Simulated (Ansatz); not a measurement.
Consider the following.

NaI:
```
CELL_PARAMETERS angstrom
      0.00000     3.20159     3.20159
      3.20159     0.00000     3.20159
      3.20159     3.20159     0.00000
ATOMIC_POSITIONS crystal
  Na 0.00000 0.00000 0.00000
  I  0.50000 0.50000 0.50000
```

This is the PBEsol-relaxed structure.

**Question.** All from DFT-PBEsol in the program Ansatz with PAW potentials, unless another level is named. Estimate the Young's modulus.

**Answer.** 23.3 GPa.

**Question.** Give the elastic constants (relaxed ions, GPa).

**Answer.** C11 = 36.0, C12 = 7.6, C44 = 6.8.

Space group Fm-3m (rock salt). The cell was relaxed with PBEsol under the symmetry of its start. Spin–orbit coupling is left out wherever it is not named.

Potentials: the later of the program's two PAW sets.
